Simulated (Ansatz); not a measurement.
**Barrier of one jump, Br in KBr**

Method: Ansatz, DFT LDA, scalar-relativistic, plane waves, PAW. Settings: 420 eV cutoff, 2×2×2 k-mesh, shifted by half a step, Gaussian smearing of 0.02 eV, no spin polarisation.

In a supercell of 32 host sites with charge +1, Br trades places with a neighbouring Br vacancy, moving 4.40 Å between the relaxed ends. Climbing-image nudged elastic band at fixed cell with images 0 (start) to 6 (end), the path measured over all atoms, converged to 0.05 eV/Å; the order of the saddle wasn't checked, and the small cell leaves errors of about a tenth of an eV.

Command:

```bash
ansatz run input.yaml --threads 8 --pin off --max-ram 20480MiB --backend cpu --events-out ev --progress --plain --runs-dir out
```

Input:

```yaml
crystal:
  lattice:
    - [-6.3712539802, -6.3712539802, 6.3712539802]
    - [6.3712539802, -6.3712539802, -6.3712539802]
    - [6.3712539802, 6.3712539802, 6.3712539802]
  atoms:
    - { symbol: K, position: [0.2621091264, 0.7621091264, 0.0] }
    - { symbol: K, position: [0.0, 0.7621091264, 0.2621091264] }
    - { symbol: K, position: [0.5, 0.5, 0.0] }
    - { symbol: K, position: [0.2621091264, 0.5, 0.2621091264] }
    - { symbol: K, position: [0.0, 0.5, 0.5] }
    - { symbol: K, position: [0.75, 0.75, 0.5] }
    - { symbol: K, position: [0.5, 0.75, 0.75] }
    - { symbol: K, position: [0.0, 0.0, 0.0] }
    - { symbol: K, position: [0.7378908736, 0.2378908736, 0.0] }
    - { symbol: K, position: [0.5, 0.25, 0.25] }
    - { symbol: K, position: [0.25, 0.25, 0.5] }
    - { symbol: K, position: [0.0, 0.2378908736, 0.7378908736] }
    - { symbol: K, position: [0.7378908736, 0.5, 0.7378908736] }
    - { symbol: K, position: [0.75, 0.0, 0.25] }
    - { symbol: K, position: [0.5, 0.0, 0.5] }
    - { symbol: K, position: [0.25, 0.0, 0.75] }
    - { symbol: Br, position: [0.2471898145, 0.7471898145, 0.4943796289] }
    - { symbol: Br, position: [0.0, 0.7471898145, 0.7528101855] }
    - { symbol: Br, position: [0.5, 0.5, 0.5] }
    - { symbol: Br, position: [0.2471898145, 0.5, 0.7528101855] }
    - { symbol: Br, position: [0.7528101855, 0.7471898145, 0.0] }
    - { symbol: Br, position: [0.4943796289, 0.7471898145, 0.2471898145] }
    - { symbol: Br, position: [0.0, 0.0, 0.5] }
    - { symbol: Br, position: [0.7528101855, 0.2528101855, 0.5056203711] }
    - { symbol: Br, position: [0.5056203711, 0.2528101855, 0.7528101855] }
    - { symbol: Br, position: [0.2471898145, 0.2528101855, 0.0] }
    - { symbol: Br, position: [0.0, 0.2528101855, 0.2471898145] }
    - { symbol: Br, position: [0.7528101855, 0.5, 0.2471898145] }
    - { symbol: Br, position: [0.7528101855, 0.0056203711, 0.7528101855] }
    - { symbol: Br, position: [0.5, 0.0, 0.0] }
    - { symbol: Br, position: [0.2471898145, -0.0056203711, 0.2471898145] }
total_charge: 1
basis:
  ecutwfc: 420
  xc_grid: 2
kpoints:
  mp_grid: { grid: [2, 2, 2], shift: [0.5, 0.5, 0.5] }
hamiltonian:
  xc: lda
scf:
  occupations: { method: gaussian, width: 0.02 }
output:
  forces: true
neb:
  images: 5
  f_tol: 0.05
  max_iterations: 70
  order_check: false
  final_atoms:
    - { symbol: K, position: [0.25, 0.75, 0.0] }
    - { symbol: K, position: [-0.0121088636, 0.75, 0.2378911364] }
    - { symbol: K, position: [0.5, 0.5, 0.0] }
    - { symbol: K, position: [0.25, 0.4878911364, 0.2378911364] }
    - { symbol: K, position: [-0.0121088636, 0.4878911364, 0.5] }
    - { symbol: K, position: [0.75, 0.75, 0.5] }
    - { symbol: K, position: [0.5121088636, 0.75, 0.7621088636] }
    - { symbol: K, position: [0.0, 0.0, 0.0] }
    - { symbol: K, position: [0.75, 0.25, 0.0] }
    - { symbol: K, position: [0.5, 0.25, 0.25] }
    - { symbol: K, position: [0.25, 0.25, 0.5] }
    - { symbol: K, position: [0.0, 0.25, 0.75] }
    - { symbol: K, position: [0.75, 0.5, 0.75] }
    - { symbol: K, position: [0.75, 0.0, 0.25] }
    - { symbol: K, position: [0.5121088636, 0.0121088636, 0.5] }
    - { symbol: K, position: [0.25, 0.0121088636, 0.7621088636] }
    - { symbol: Br, position: [0.0028099818, 0.5028099818, 0.0056199635] }
    - { symbol: Br, position: [0.0028099818, 0.75, 0.7471900182] }
    - { symbol: Br, position: [0.4971900182, 0.5028099818, 0.5] }
    - { symbol: Br, position: [0.25, 0.5028099818, 0.7471900182] }
    - { symbol: Br, position: [0.75, 0.75, 0.0] }
    - { symbol: Br, position: [0.4971900182, 0.75, 0.2528099818] }
    - { symbol: Br, position: [0.0028099818, -0.0028099818, 0.5] }
    - { symbol: Br, position: [0.75, 0.25, 0.5] }
    - { symbol: Br, position: [0.4971900182, 0.2443800365, 0.7471900182] }
    - { symbol: Br, position: [0.25, 0.25, 0.0] }
    - { symbol: Br, position: [0.0028099818, 0.2556199635, 0.2528099818] }
    - { symbol: Br, position: [0.7556199635, 0.5028099818, 0.2528099818] }
    - { symbol: Br, position: [0.7443800365, -0.0028099818, 0.7471900182] }
    - { symbol: Br, position: [0.4971900182, -0.0028099818, -0.0056199635] }
    - { symbol: Br, position: [0.25, -0.0028099818, 0.2528099818] }
```

Course of the band:

| iteration | largest band force (eV/Å) | climbing image | energies over image 0 (eV) |
| --- | --- | --- | --- |
| 1 | 3.587 | none | 0.000 0.490 1.911 2.919 1.911 0.490 0.000 |
| 2 | 1.501 | none | 0.000 0.205 0.890 1.419 0.890 0.205 0.000 |
| 3 | 0.639 | none | 0.000 0.173 0.654 0.960 0.654 0.173 0.000 |
| 4 | 0.221 | 3 | 0.000 0.152 0.577 0.824 0.577 0.152 0.000 |
| 5 | 0.048 | 3 | 0.000 0.151 0.566 0.800 0.566 0.151 0.000 |
| 6 | 0.039 | 3 | 0.000 0.151 0.566 0.798 0.566 0.151 0.000 |

Final band:

| image | path (Å) | E − E(0) (eV) | Br x (Å) | Br y (Å) | Br z (Å) | force on Br (eV/Å) |
| --- | --- | --- | --- | --- | --- | --- |
| 0 | 0.00 | 0.000 | 6.335 | -3.186 | -0.036 | 0.01 |
| 1 | 0.87 | 0.151 | 5.942 | -3.186 | -0.429 | 0.34 |
| 2 | 1.75 | 0.566 | 5.381 | -3.186 | -0.990 | 0.45 |
| 3 | 2.63 | 0.798 | 4.778 | -3.186 | -1.593 | 0.00 |
| 4 | 3.51 | 0.566 | 4.176 | -3.186 | -2.196 | 0.45 |
| 5 | 4.38 | 0.151 | 3.615 | -3.186 | -2.756 | 0.34 |
| 6 | 5.25 | 0.000 | 3.221 | -3.186 | -3.150 | 0.01 |

Barrier 0.80 eV. It took 7 min on 8 threads of Intel(R) Xeon(R) Processor @ 2.70GHz (shared host), peak memory 7.3 GiB.